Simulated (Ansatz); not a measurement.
## NMR crystallography of ZnS with Na replacing Zn: given against relaxed positions

Start: a supercell of ZnS (wurtzite type, P6_3mc) built from a structure deposited in the COD, with all atoms left at the host's positions.

Space group P3m1 (No. 156); a = 7.6220, c = 12.4680 Å, γ = 120.00°.

```
site  Wyckoff  site symmetry       x       y       z
  Na       1a            3m.  0.0000  0.0000  0.0000
 Zn2       1a            3m.  0.0000  0.0000  0.5000
 Zn3       3d            .m.  0.0000  0.5000  0.0000
 Zn4       3d            .m.  0.0000  0.5000  0.5000
 Zn9       3d            .m.  0.1667  0.8333  0.2500
Zn10       3d            .m.  0.1667  0.8333  0.7500
Zn15       1c            3m.  0.6667  0.3333  0.2500
Zn16       1c            3m.  0.6667  0.3333  0.7500
 S17       1a            3m.  0.0000  0.0000  0.1925
 S18       1a            3m.  0.0000  0.0000  0.6925
 S19       3d            .m.  0.0000  0.5000  0.1925
 S20       3d            .m.  0.0000  0.5000  0.6925
 S25       3d            .m.  0.1667  0.8333  0.4425
 S26       3d            .m.  0.1667  0.8333  0.9425
 S31       1c            3m.  0.6667  0.3333  0.4425
 S32       1c            3m.  0.6667  0.3333  0.9425
```

One atom of each set is listed.

Method: Kohn–Sham DFT in Ansatz, PBE, plane waves and PAW, scalar-relativistic, 420 eV cutoff, Γ-centred 3×3×2 k-points, Fermi–Dirac smearing 0.01 eV, cell charge -1.

The largest force at the start is 1.9 eV/Å. Relaxing the ions at fixed cell moves them by 0.299 Å at most (atom 17, S) and 0.091 Å rms.

```
site  moved (Å)                   first shell before                    first shell after  V_zz before (10²¹ V/m²)  η before
  Na      0.205                   4 S at 2.31–2.40 Å                   4 S at 2.49–2.50 Å                     0.74      0.00
 Zn2      0.014                   4 S at 2.31–2.40 Å                   4 S at 2.33–2.34 Å                     1.34      0.00
 Zn3      0.065                   4 S at 2.31–2.40 Å                   4 S at 2.28–2.38 Å                     3.29      0.24
 Zn4      0.046                   4 S at 2.31–2.40 Å                   4 S at 2.31–2.34 Å                     1.41      0.06
 Zn9      0.071                   4 S at 2.31–2.40 Å                   4 S at 2.28–2.34 Å                     2.40      0.50
Zn10      0.023                   4 S at 2.31–2.40 Å                   4 S at 2.27–2.35 Å                     0.43      0.86
Zn15      0.034                   4 S at 2.31–2.40 Å                   4 S at 2.34–2.35 Å                     2.28      0.00
Zn16      0.082                   4 S at 2.31–2.40 Å                   4 S at 2.32–2.34 Å                     1.38      0.00
 S17      0.299       3 Zn at 2.31 Å, 1 Na at 2.40 Å       3 Zn at 2.28 Å, 1 Na at 2.49 Å                    -9.07      0.00
 S18      0.056                  4 Zn at 2.31–2.40 Å                  4 Zn at 2.33–2.35 Å                    -0.39      0.00
 S19      0.064                  4 Zn at 2.31–2.40 Å                  4 Zn at 2.34–2.38 Å                    -1.18      0.61
 S20      0.058                  4 Zn at 2.31–2.40 Å                  4 Zn at 2.31–2.34 Å                    -0.55      0.79
 S26      0.138  3 Zn at 2.31–2.40 Å, 1 Na at 2.31 Å  3 Zn at 2.27–2.28 Å, 1 Na at 2.50 Å                   -10.24      0.07
 S31      0.084                  4 Zn at 2.31–2.40 Å                  4 Zn at 2.34–2.35 Å                    -1.04      0.00
 S32      0.000                  4 Zn at 2.31–2.40 Å                  4 Zn at 2.32–2.35 Å                     0.77      0.00
```

Task: What are V_zz and η after the relaxation?

Result: 

| site | V_zz after | η after | change of V_zz |
| --- | --- | --- | --- |
| Na | -0.54 | 0.00 | -1.28 |
| Zn2 | -0.38 | 0.00 | -1.72 |
| Zn3 | 3.43 | 0.36 | +0.14 |
| Zn4 | -0.71 | 0.19 | -2.12 |
| Zn9 | -1.72 | 0.13 | – |
| Zn10 | -2.33 | 0.07 | -2.76 |
| Zn15 | 0.85 | 0.00 | -1.43 |
| Zn16 | -1.26 | 0.00 | -2.64 |
| S17 | -10.62 | 0.00 | -1.55 |
| S18 | 0.21 | 0.00 | +0.60 |
| S19 | 0.60 | 0.09 | – |
| S20 | 0.64 | 0.35 | – |
| S26 | -9.91 | 0.14 | +0.33 |
| S31 | 0.20 | 0.00 | +1.24 |
| S32 | 0.96 | 0.00 | +0.19 |

The largest change of V_zz along a kept axis is on Zn10, from 0.43 to -2.33. In per cent, |V_zz| changes by -62 to +4 on Zn, -3 to +24 on S (all sites that start above 0.5, bar those whose gradient vanishes or changes sign or whose main axis turns by over 40°). Where |V_zz| stays above 0.1 and the axes keep their order, η moves most on Zn10, from 0.86 to 0.07. V_zz changes sign on Zn4 (same axis), Zn16 (same axis), Zn2 (same axis), S31 (same axis), Na (same axis), Zn10 (axis turned by 31°), S18 (same axis). On Zn9, S19, S20 the largest principal value lies along another axis in the second run, so the two V_zz can't be compared directly. The table leaves out 1 of the 16 sites, with |V_zz| up to 1.47; their tensors move by 0.90 at most along any direction. The statements above cover all sites. The host's own positions weren't relaxed first, so part of the change far from the defect can be the host's relaxation.

The defect repeats with the cell of 32 atoms, so it feels its images: sites between two images don't show the values beside a lone defect, and zeros or small values of η there can come from the images' arrangement. S and Zn carry a gradient in the pure host already, so the values there aren't the defect's effect alone. A uniform background compensates the cell's charge.
Before: The neighbours have not yet relaxed around the defect (largest force 1.9 eV/Å), so a real crystal will differ.
After: The relaxation keeps the site symmetry 3m of the start, so the impurity can move only along its axis; a start off the site could end lower.
